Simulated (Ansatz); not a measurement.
## Zone-centre phonons of InGa: input and output

Computed with DFT PBEsol, scalar-relativistic, plane waves, PAW in Ansatz 0.2.0.

It can be run as:
```bash
ansatz run input.yaml --threads 1 --pin off --backend cpu --events-out ev --progress --plain --runs-dir out  # memory cap (--max-ram) not shown
```

Input (bare energies are in eV):
```yaml
crystal:
  lattice:
    - [0.0, 3.088392804, 3.088392804]
    - [3.088392804, 0.0, 3.088392804]
    - [3.088392804, 3.088392804, 0.0]
  atoms:
    - { symbol: In, position: [0.0, 0.0, 0.0] }
    - { symbol: Ga, position: [0.75, 0.75, 0.75] }
basis:
  ecutwfc: 420
kpoints:
  mp_grid: { grid: [12, 12, 12] }
hamiltonian:
  xc: pbesol
scf:
  occupations: { method: fermi_dirac, width: 0.15 }
output:
  eigenvalues: true
phonons:
  method: dfpt
  eigenvectors: true
```

The end of the output:
```
--- Phonons (Γ-DFPT): 2 representative perturbations + reference, on 163 of 1728 k-points (Σ response iterations 6) ---
  k mesh reduced under 8 symmetry operations, with k and −k counted as one. Each operation leaves every solved displacement unchanged or reverses it
  ASR residual: 1.121e-4 → 0.000e0 eV/Å²; symmetrization residual: 5.647e-6 eV/Å²
  ASR residual per site (eV/Å²): 1.12e-4 8.37e-5
  Γ frequencies (cm⁻¹): 0.00 0.00 0.00 151.60 151.60 151.60
  non-analytic LO–TO correction: not included (Born effective charges unavailable; polar crystals: no LO–TO splitting at Γ)
```

The cell was built by swapping an element in a database structure (itself possibly hypothetical) and relaxing; it need not be the stable form of this composition. In a metal, frequencies and elastic constants depend on the k mesh and the smearing, soft modes and shear constants most.